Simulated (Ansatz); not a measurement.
Relaxed-ion elastic tensor of BaTiO3 (cubic perovskite, Pm-3m) in GPa (Voigt order), the program Ansatz at the r²SCAN level (PAW); density 6.08 g/cm³, 12.75 Å³ per atom.

```
315  114  114  0.0  0.0  0.0
114  315  114  0.0  0.0  0.0
114  114  315  0.0  0.0  0.0
0.0  0.0  0.0  133  0.0  0.0
0.0  0.0  0.0  0.0  133  0.0
0.0  0.0  0.0  0.0  0.0  133
```

Task: Is the crystal mechanically stable?

Result: Yes: the smallest eigenvalue of C is 133 GPa.

Task: Work out the Voigt, Reuss and Hill averages.

Result: K_V = 181, K_R = 181, K_H = 181; G_V = 120, G_R = 118, G_H = 119 GPa.

Task: Give Young's modulus, Poisson's ratio, Pugh's ratio and the universal anisotropy index.

Result: E = 9KG/(3K + G) = 292 GPa; ν = 0.23; K/G = 1.52 (brittle by the Pugh limit of 1.75); A_U = 5G_V/G_R + K_V/K_R − 6 = 0.09.

Task: Estimate the sound speeds and the Debye temperature.

Result: v_l = √((K + 4G/3)/ρ) = 7470 m/s, v_t = √(G/ρ) = 4420 m/s, mean 4900 m/s; Θ = (h/k)(3n/4πV)^(1/3) v_m = 624 K.

Task: Give the Zener ratio and Young's modulus along [100], [110] and [111].

Result: A = 2C44/(C11 − C12) = 1.32; 1/E = S11 − 2(S11 − S12 − S44/2)Γ with Γ = 0, 1/4, 1/3 gives 255, 301, 320 GPa.

This is a known high-temperature phase of the composition, computed here at zero pressure and temperature. Symmetry was held in the r²SCAN relaxation. At this level the phase is dynamically unstable (imaginary phonons). The run is not spin-polarised. Scalar-relativistic: spin–orbit coupling is off unless named, which matters more the heavier the elements.

Potentials: the earlier of the program's two PAW sets.
